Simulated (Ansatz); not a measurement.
**Cd: enthalpy under pressure, worked through**

These are results of DFT r2SCAN, scalar-relativistic, plane waves, PAW in Ansatz 0.2.0, not measurements. (500 eV cutoff, 18×18×8 k-mesh, Gaussian smearing of 0.10 eV, no spin polarisation)

Starting point, cell and atoms relaxed:

```yaml
crystal:
  lattice:
    - [2.96178, 0.00000, 0.00000]
    - [-1.48089, 2.56498, 0.00000]
    - [0.00000, 0.00000, 5.79703]
  atoms:
    - { symbol: Cd, position: [0.33333, 0.66667, 0.25000] }
    - { symbol: Cd, position: [0.66667, 0.33333, 0.75000] }
```

Cell and atoms were relaxed at each target pressure within the start's symmetry (P6_3/mmc), at zero temperature; other phases can be more stable under pressure. H = E + PV with P the target; E is the free energy at the smearing used, whose derivative the pressure is, per atom and counted from zero pressure. The mesh named is that at zero pressure; some other pressures ran on another.

```csv
P (GPa),V (Å³/atom),E − E0 (meV),H − H0 (meV)
0,22.020,0.0,0.0
2,21.207,4.9,269.6
5,20.119,28.6,656.4
10,19.048,77.7,1266.6
20,17.483,218.5,2400.9
40,15.794,525.7,4468.8
```

Question: Thermodynamics gives dH/dP = V along a relaxed path. Integrate V over P by the trapezoid rule and compare with the computed enthalpies.

Answer: With 1 eV/Å³ = 160.22 GPa, each step adds the mean volume times ΔP / 160.22:
```csv
P (GPa),∫V dP (meV),H − H0 (meV),difference (meV)
2,269.8,269.6,0.2
5,656.7,656.4,0.3
10,1267.9,1266.6,1.3
20,2407.9,2400.9,7.0
40,4484.9,4468.8,16.1
```

V(P) curves upward, so the trapezoid rule runs high; integrating a smooth curve through the same points (P as a polynomial of degree 4 in ln V) puts that excess at about 17.8 meV at 40 GPa, against the 16.1 meV found.

Question: At 40 GPa, how much of the enthalpy change is stored energy and how much is the PV term?

Answer: E rises by 526 meV/atom and PV is 40 × 15.794 / 160.22 = 3943 meV/atom, so PV makes 88 % of ΔH. So between rival structures at high pressure a small difference in volume can outweigh the difference in energy: 1 % of this volume is worth 39.4 meV/atom at this pressure.

Question: What bulk modulus do the lowest pressures give, and how is the compression shared among the axes?

Answer: From the pressures that the runs reached, -1.98 GPa (23.153 Å³) and 1.99 GPa (21.207 Å³), B = −ΔP/Δln V = 3.97 / 0.0878 = 45 GPa, a mean over that range. The linear compressibilities −Δln(length)/ΔP are 3.78 along a, 3.78 along b, 14.56 along c (in TPa⁻¹). With fixed angles they add up to 1/B: 22.12 against 22.12. Softest: c, at 66 % of the volume change per axis.